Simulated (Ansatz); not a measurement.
## CsPbBr3 with iodine replacing Br: a ladder of calculations

Cell of run 1: a supercell of CsPbBr3 (cubic perovskite type, Pm-3m) built from an entry of the Crystallography Open Database (COD), with all atoms left at the host's positions.

Space group I4/mmm (No. 139); a = 11.7400, c = 11.7400 Å.

```csv
site,Wyckoff,site symmetry,x,y,z
Cs,8h,m.2m,0.7500,0.2500,0.5000
Pb5,4e,4mm,0.5000,0.5000,0.7500
Pb6,4d,-4m2,0.0000,0.5000,0.7500
I,2a,4/mmm,0.5000,0.5000,0.5000
Br10,4c,mmm.,0.5000,0.0000,0.0000
Br12,2b,4/mmm,0.5000,0.5000,0.0000
Br13,16n,.m.,0.5000,0.2500,0.7500
```

One atom of each set is listed; the run and its k-mesh use a cell of 20 atoms with edges of 10.17, 10.17, 10.17 Å.

Relaxed positions (PBE, cell held):

Cs (0.7505, 0.2495, 0.5000)
Pb5 (0.5000, 0.5000, 0.7576)
Pb6 (0.0000, 0.5000, 0.7500)
I (0.5000, 0.5000, 0.5000)
Br10 (0.5000, 0.0000, 0.0000)
Br12 (0.5000, 0.5000, 0.0000)
Br13 (0.5000, 0.2498, 0.7513)

All runs are DFT with Ansatz 0.2.0 (plane waves and PAW, scalar-relativistic unless spin–orbit coupling is named, Γ-centred meshes, Fermi–Dirac smearing where given) in this cell.

Run 1: PBE, atoms at the host's positions; 420 eV, 2×2×2 k-points, smearing 0.01 eV.
Run 2: PBE, atoms relaxed; 420 eV, 2×2×2 k-points, smearing 0.01 eV.
Run 3: r2SCAN, at the relaxed atoms; 500 eV, 2×2×2 k-points, smearing 0.01 eV.

(1) What does each run give, and what moves the gradients most?

## Answers

(1) 

```csv
run,I V_zz (η),Br10 V_zz (η),Br12 V_zz (η),Br13 V_zz (η)
1,28.9 (0.00),19.40 (0.00),17.36 (0.00),19.60 (0.02)
2,27.1 (0.00),19.38 (0.02),18.60 (0.00),19.58 (0.02)
3,25.4 (0.00),17.87 (0.02),17.22 (0.00),18.08 (0.02)
```

V_zz in 10²¹ V/m²; 4 of the 7 sets of like atoms are followed. Against run 1, the gradient tensors on these sites move by at most 1.72 in run 2 (I), 3.42 in run 3 (I). Taken one at a time, the positions of the atoms (as given or relaxed) move the tensors on these sites by up to 1.72 (largest principal value of the change, on I), the functional (r2SCAN with its higher cutoff) by 1.70 (I).

The defect repeats with the cell of 20 atoms, so it feels its images: sites between two images don't show the values beside a lone defect, and zeros or small values of η there can come from the images' arrangement. Br carries a gradient in the pure host already, so the values there aren't the defect's effect alone. This high-symmetry form of CsPbBr3 is unstable when cold, to tilts of the octahedra. The symmetry of the cell holds that distortion back, wholly or in part, and it would change the field gradients, the more the larger the distortion. Without spin–orbit coupling the gradients at and beside I and Pb can be off by some per cent, at some sites by more. The relaxation keeps the site symmetry 4/mmm of the start, so the impurity can't leave its site, and an angle of 180° at it is imposed, not found; a start off the site could end lower. With these PAW files V_zz is typically within 2 to 3 % of all-electron values, but misses above 10 % occur on I. In run 1 the atoms aren't at the calculated equilibrium (largest force 0.79 eV/Å).
